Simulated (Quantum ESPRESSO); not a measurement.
Si12Ge4, input and log of a self-consistent run

Computed values, not a measurement. The program is pw.x of Quantum ESPRESSO 7.5 (plane-wave density functional theory). The cell is made up: 16 atoms on a doubled zincblende/diamond lattice, with randomly drawn elements, strain and displacements, not relaxed. PseudoDojo standard norm-conserving files (v0.5 for PBE, v0.4.1 for LDA and PBEsol) set the functional; there is no spin polarisation, spin-orbit coupling or dispersion term, and the masses in the input are unused placeholders.

Input:

```
&control calculation='scf', pseudo_dir='./dojo.nc.sr.pbe.v0_5.standard.upf', outdir='./o', disk_io='low', tprnfor=.true., tstress=.true. /
&system ibrav=0, nat=16, ntyp=2, nbnd=58, ecutwfc=99.00267394, nosym=.true., tot_charge=0,
 occupations='smearing', smearing='fd', degauss=0.0018374661
/
&electrons conv_thr=7.350e-09, electron_maxstep=60, /
ATOMIC_SPECIES
Ge 1.0 Ge.upf
Si 1.0 Si.upf
CELL_PARAMETERS angstrom
5.7525 0.0344 0.0271
0.0344 5.6566 0.0755
0.0541 0.1511 11.2413
ATOMIC_POSITIONS angstrom
Si 0.0188 0.0122 -0.0205
Si -0.0214 2.8581 2.8693
Si 2.8865 0.1414 2.7253
Si 2.8309 2.7999 0.0791
Si -0.0287 0.048 5.5852
Si 0.1037 2.9887 8.5337
Ge 2.8741 0.1338 8.4327
Si 2.9622 2.9116 5.6921
Si 1.4357 1.4436 1.4548
Ge 1.5125 4.299 4.3252
Si 4.3849 1.5239 4.2086
Si 4.3759 4.2717 1.4346
Si 1.4453 1.5731 7.0772
Ge 1.4908 4.3851 9.8393
Ge 4.4108 1.5929 9.9239
Si 4.4195 4.3701 6.9944
K_POINTS automatic
6 6 4 1 1 1
```

The log is shortened where brackets say so; the opening notice, blank lines, dates and the lines on written files are dropped, and the path of the files is cut. It prints rydbergs, bohrs and kilobars, and counts compression as positive stress.

```
     Program PWSCF v.7.5
     Parallel version (MPI & OpenMP), running on       4 processor cores
     Number of MPI processes:                 4
     Threads/MPI process:                     1
     [start-up lines left out]
     bravais-lattice index     =            0
     lattice parameter (alat)  =      10.8710  a.u.
     unit-cell volume          =    2467.8684 (a.u.)^3
     number of atoms/cell      =           16
     number of atomic types    =            2
     number of electrons       =       104.00
     number of Kohn-Sham states=           58
     kinetic-energy cutoff     =      99.0027  Ry
     charge density cutoff     =     396.0107  Ry
     scf convergence threshold =      7.3E-09
     mixing beta               =       0.7000
     number of iterations used =            8  plain     mixing
     Exchange-correlation= PBE
                           (   1   4   3   4   0   0   0)
     [axes and pseudopotential details left out]
   Cartesian axes
     site n.     atom                  positions (alat units)
         1        Si     tau(   1) = (   0.0032680   0.0021208  -0.0035636  )
         2        Si     tau(   2) = (  -0.0037200   0.4968305   0.4987774  )
         3        Si     tau(   3) = (   0.5017673   0.0245799   0.4737455  )
         4        Si     tau(   4) = (   0.4921022   0.4867134   0.0137501  )
         5        Si     tau(   5) = (  -0.0049890   0.0083440   0.9708889  )
         6        Si     tau(   6) = (   0.0180264   0.5195330   1.4834338  )
         7        Ge     tau(   7) = (   0.4996118   0.0232588   1.4658767  )
         8        Si     tau(   8) = (   0.5149264   0.5061305   0.9894715  )
         9        Si     tau(   9) = (   0.2495712   0.2509445   0.2528914  )
        10        Ge     tau(  10) = (   0.2629215   0.7473056   0.7518600  )
        11        Si     tau(  11) = (   0.7622378   0.2649032   0.7315911  )
        12        Si     tau(  12) = (   0.7606733   0.7425600   0.2493800  )
        13        Si     tau(  13) = (   0.2512400   0.2734558   1.2302468  )
        14        Ge     tau(  14) = (   0.2591494   0.7622726   1.7103894  )
        15        Ge     tau(  15) = (   0.7667401   0.2768977   1.7250956  )
        16        Si     tau(  16) = (   0.7682524   0.7596651   1.2158535  )
     number of k points=    72  Fermi-Dirac smearing, width (Ry)=  0.0018
                       cart. coord. in units 2pi/alat
        k(    1) = (   0.0825427   0.0834131   0.0624495), wk =   0.0277778
        k(    2) = (   0.0819501   0.0817088   0.1904113), wk =   0.0277778
     [further k points left out]
     Dense  grid:   328417 G-vectors     FFT dimensions: (  72,  72, 135)
     Estimated max dynamical RAM per process >       1.19 GB
     Estimated total dynamical RAM >       4.51 GB
     Initial potential from superposition of free atoms
     starting charge     103.9894, renormalised to     104.0000
     Starting wfcs are   84 randomized atomic wfcs
     total cpu time spent up to now is       20.0 secs
     per-process dynamical memory:  1034.6 Mb
     Self-consistent Calculation
     iteration #  1     ecut=    99.00 Ry     beta= 0.70
     Davidson diagonalization with overlap
     ethr =  1.00E-02,  avg # of iterations =  3.2
     Threshold (ethr) on eigenvalues was too large:
     Diagonalizing with lowered threshold
     Davidson diagonalization with overlap
     ethr =  2.76E-04,  avg # of iterations =  5.5
     total cpu time spent up to now is      114.4 secs
     total energy              =    -816.01250309 Ry
     estimated scf accuracy    <       0.33865179 Ry
     iteration #  2     ecut=    99.00 Ry     beta= 0.70
     Davidson diagonalization with overlap
     ethr =  3.26E-04,  avg # of iterations =  1.4
     total cpu time spent up to now is      148.0 secs
     total energy              =    -816.01988251 Ry
     estimated scf accuracy    <       0.02775178 Ry
     iteration #  3     ecut=    99.00 Ry     beta= 0.70
     Davidson diagonalization with overlap
     c_bands:  2 eigenvalues not converged
     ethr =  2.67E-05,  avg # of iterations = 13.8
     total cpu time spent up to now is      211.5 secs
     total energy              =    -816.00853722 Ry
     estimated scf accuracy    <       0.09684582 Ry
     iteration #  4     ecut=    99.00 Ry     beta= 0.70
     Davidson diagonalization with overlap
     ethr =  2.67E-05,  avg # of iterations =  8.3
     total cpu time spent up to now is      264.9 secs
     total energy              =    -816.02649209 Ry
     estimated scf accuracy    <       0.01030544 Ry
     iteration #  5     ecut=    99.00 Ry     beta= 0.70
     Davidson diagonalization with overlap
     ethr =  9.91E-06,  avg # of iterations =  4.5
     total cpu time spent up to now is      304.6 secs
     total energy              =    -816.02744655 Ry
     estimated scf accuracy    <       0.00089929 Ry
     [iterations 6 to 8 left out]
     iteration #  9     ecut=    99.00 Ry     beta= 0.70
     Davidson diagonalization with overlap
     ethr =  6.99E-09,  avg # of iterations =  5.2
     total cpu time spent up to now is      499.5 secs
     total energy              =    -816.02771176 Ry
     estimated scf accuracy    <       0.00000455 Ry
     iteration # 10     ecut=    99.00 Ry     beta= 0.70
     Davidson diagonalization with overlap
     ethr =  4.38E-09,  avg # of iterations =  2.0
     total cpu time spent up to now is      549.2 secs
     total energy              =    -816.02771192 Ry
     estimated scf accuracy    <       0.00000056 Ry
     iteration # 11     ecut=    99.00 Ry     beta= 0.70
     Davidson diagonalization with overlap
     ethr =  5.35E-10,  avg # of iterations =  4.2
     total cpu time spent up to now is      610.7 secs
     total energy              =    -816.02771206 Ry
     estimated scf accuracy    <       0.00000005 Ry
     iteration # 12     ecut=    99.00 Ry     beta= 0.70
     Davidson diagonalization with overlap
     ethr =  4.88E-11,  avg # of iterations =  2.0
     total cpu time spent up to now is      653.3 secs
     total energy              =    -816.02771206 Ry
     estimated scf accuracy    <       0.00000002 Ry
     iteration # 13     ecut=    99.00 Ry     beta= 0.70
     Davidson diagonalization with overlap
     ethr =  2.04E-11,  avg # of iterations =  3.2
     total cpu time spent up to now is      693.4 secs
     End of self-consistent calculation
     [lines on levels left out]
!    total energy              =    -816.02771206 Ry
     estimated scf accuracy    <          1.1E-09 Ry
     smearing contrib. (-TS)   =      -0.00000000 Ry
     internal energy E=F+TS    =    -816.02771205 Ry
     The total energy is F=E-TS. E is the sum of the following terms:
     one-electron contribution =    -553.99145504 Ry
     hartree contribution      =     329.88606542 Ry
     xc contribution           =    -210.87407104 Ry
     ewald contribution        =    -381.04825139 Ry
     convergence has been achieved in  13 iterations
     Forces acting on atoms (cartesian axes, Ry/au):
     atom    1 type  2   force =     0.01268557   -0.01137243    0.02597990
     atom    2 type  2   force =     0.03031899    0.01553948   -0.01569767
     atom    3 type  2   force =     0.02911354   -0.03076156    0.03114058
     atom    4 type  2   force =     0.02052747    0.02335083    0.00269498
     atom    5 type  2   force =     0.02964145    0.03763376    0.00246256
     atom    6 type  2   force =    -0.02816003   -0.00735769   -0.05121215
     atom    7 type  1   force =     0.04143776    0.01126361   -0.02959221
     atom    8 type  2   force =     0.00858877   -0.01273678    0.00094455
     atom    9 type  2   force =    -0.02799188    0.00638817   -0.01345819
     atom   10 type  1   force =    -0.00251755    0.01004651   -0.03057643
     atom   11 type  2   force =    -0.03873446   -0.02027589    0.01080214
     atom   12 type  2   force =    -0.02466109    0.00683645    0.00360299
     atom   13 type  2   force =    -0.00902207   -0.00798959   -0.01657002
     atom   14 type  1   force =     0.00432824   -0.00488284    0.04502346
     atom   15 type  1   force =    -0.02448619    0.00336073   -0.01146643
     atom   16 type  2   force =    -0.02106852   -0.01904276    0.04592194
     Total force =     0.160400     Total SCF correction =     0.000080
     Computing stress (Cartesian axis) and pressure
          total   stress  (Ry/bohr**3)                   (kbar)     P=      -47.01
  -0.00039533  -0.00002718  -0.00004885          -58.15       -4.00       -7.19
  -0.00002718  -0.00029161  -0.00017651           -4.00      -42.90      -25.97
  -0.00004885  -0.00017651  -0.00027172           -7.19      -25.97      -39.97
     init_run     :     19.18s CPU     19.80s WALL (       1 calls)
     electrons    :    667.17s CPU    673.50s WALL (       1 calls)
     forces       :     10.18s CPU     10.26s WALL (       1 calls)
     stress       :     34.22s CPU     35.11s WALL (       1 calls)
     [timing details left out]
     PWSCF        :  12m11.09s CPU  12m19.22s WALL
     JOB DONE.
```

In other units: free energy -11102.623 eV for the cell, pressure -4.70 GPa, largest force component 1.317 eV/Å. This run is the check on a run of the same cell at a cutoff of 1061 eV and k mesh 4 x 4 x 2: rerunning at a cutoff of 1347 eV and k mesh 6 x 6 x 4 moved values by no more than 0.034 eV in energy, 0.05 GPa in stress and 0.004 eV/Å in force.